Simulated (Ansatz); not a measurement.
## NaCl: the volume at rest

NaCl in the rock-salt structure, starting from this typed cell of 23.15 Å³ an atom.

```yaml
# lattice in Å, fractional positions
crystal:
  lattice:
    - [0.00000, 2.85000, 2.85000]
    - [2.85000, 0.00000, 2.85000]
    - [2.85000, 2.85000, 0.00000]
  atoms:
    - { symbol: Na, position: [0.00000, 0.00000, 0.00000] }
    - { symbol: Cl, position: [0.50000, 0.50000, 0.50000] }
```

Computed with Ansatz (plane-wave DFT, scalar-relativistic): k mesh 6×6×6; fixed occupations; no spin. Cell and atoms are relaxed to zero stress with the symmetry kept and no dispersion correction.

Caveats: coarse k mesh.

**Question.** What volume results under PBE, LDA, PBEsol, and how much do the potentials matter?

**Answer.** 
```tsv
functional	potentials	cutoff (eV)	volume (Å³/atom)	change (%)
PBE	all-electron PAW datasets (no frozen core)	200	23.11	-0.2
PBE	Ansatz generated PAW	420	23.10	-0.2
PBE	Ansatz hand-made PAW	700	23.11	-0.2
PBE	JTH PAW	1440	23.26	0.5
PBE	PseudoDojo norm-conserving	1197	23.12	-0.1
PBE	Ansatz norm-conserving	1197	23.09	-0.2
LDA	Ansatz hand-made PAW	700	20.39	-11.9
LDA	PseudoDojo norm-conserving	1197	20.41	-11.8
PBEsol	Ansatz hand-made PAW	700	21.98	-5.0
PBEsol	PseudoDojo norm-conserving	1197	21.99	-5.0
```

From smallest to largest: LDA, PBEsol, PBE.
